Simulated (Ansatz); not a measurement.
## La3Ge5, a known structure type with other elements, at an estimated volume

```
CELL_PARAMETERS angstrom
6.96642 0.00000 0.00000
-3.48321 6.03309 0.00000
0.00000 0.00000 8.54326
ATOMIC_POSITIONS crystal
La 0.33130 0.00000 0.00000
La 0.66870 0.66870 0.50000
La 0.00000 0.33130 0.00000
La 0.33130 0.00000 0.50000
La 0.66870 0.66870 0.00000
La 0.00000 0.33130 0.50000
Ge 0.39460 0.33180 0.25000
Ge 0.93720 0.60540 0.25000
Ge 0.66820 0.06280 0.25000
Ge 0.33180 0.39460 0.75000
Ge 0.60540 0.93720 0.75000
Ge 0.06280 0.66820 0.75000
Ge 0.33330 0.66670 0.25000
Ge 0.66670 0.33330 0.75000
Ge 0.00000 0.00000 0.25000
Ge 0.00000 0.00000 0.75000
```

Single point in Ansatz 0.2.0 with PBEsol, no spin polarisation. Cutoff 420 eV, PAW datasets, 6×6×4 Γ-centred k mesh, fermi-dirac filling (width 0.1 eV).

Task: Which atom feels the largest force, and which way?

Result: The largest is on Ge9 (and as large on other atoms): 0.38 eV/Å, components (0.20, -0.33, 0.00). It makes 50° with the line to a nearest neighbour, Ge15 at 2.56 Å.

Task: What do density and ELF say about some of the short contacts?

Result: Ge–Ge at 2.56 Å: least valence density 0.38 e/Å³ and ELF 0.57 there. La–Ge at 3.01 Å: least valence density 0.23 e/Å³ and ELF 0.22 there. These are pseudo-fields; inside the PAW spheres they differ from the all-electron ones.

Task: Give the Bader charges.

Result: Bader charges in e: La +1.21, Ge -0.86 to -0.67. In the mean La gives up most and Ge takes most.

Task: What is the formation energy?

Result: -0.79 eV an atom against the elements' usual phases (free molecules for gases, crystals otherwise, with no correction for O₂ or N₂), so it is bound against them; other compounds may still compete. Relaxing would lower it.

Task: Is there a gap?

Result: It is a metal, with about 5.5 states/eV a cell as the mean within 0.25 eV of the Fermi level, mostly La d (49 %) and Ge p (36 %).

Origin: a known structure type with other elements, at an estimated volume, so it need not be a known compound. Caveats: f levels without a U or exact exchange are poorly placed.
